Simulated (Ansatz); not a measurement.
## Two states of Mg$_{2}$Mn$_{3}$S$_{2}$

```
CELL_PARAMETERS angstrom
0.00000 -2.95809 4.24884
2.50559 -1.57236 -4.24884
2.84305 1.57236 4.24884
ATOMIC_POSITIONS crystal
Mg 0.00000 0.00000 0.00000
Mn 0.00000 0.50000 0.50000
Mn 0.50000 0.00000 0.50000
Mn 0.00000 0.00000 0.50000
S 0.72100 0.27900 0.83700
S 0.27900 0.72100 0.16300
Mg 0.50000 0.50000 0.50000
```

Method: r2SCAN; PAW, plane waves to 500 eV, 4×4×4 (shifted by 0, 0, 0.5 steps) mesh, fermi-dirac occupations (width 0.1 eV) (Ansatz 0.2.0), atoms fixed.

State A: Mn2 along (0.53, 0.29, 0.79), Mn3 along (-0.53, -0.29, -0.79), Mn4 along (0.53, 0.29, 0.79) (spinors with spin-orbit coupling). State B: Mn2 along (0.00, -0.57, 0.82), Mn3 along (0.00, -0.57, 0.82), Mn4 along (0.00, -0.57, 0.82) (spinors with spin-orbit coupling).

Compare the two self-consistent states.

State A is lower by 14.9 meV an atom at zero smearing; in free energy at this smearing B lies +13.4 meV an atom from A.

```
state  free energy (meV/atom)  largest moment in a small sphere (μB)  net moment (μB/cell)  gap on mesh (eV)  pressure (GPa)  largest force (eV/Å)
    A                     0.0                                   2.51                  2.26             metal            20.2                  2.93
    B                    13.4                                   2.43                  7.72             metal            20.5                  2.96
```

Origin: a known structure type with other elements, at an estimated volume, so it need not be a known compound. Caveats: semilocal functionals often miss the gap of such magnets; the k mesh is coarse if the cell is a metal; atoms or cell far from equilibrium.
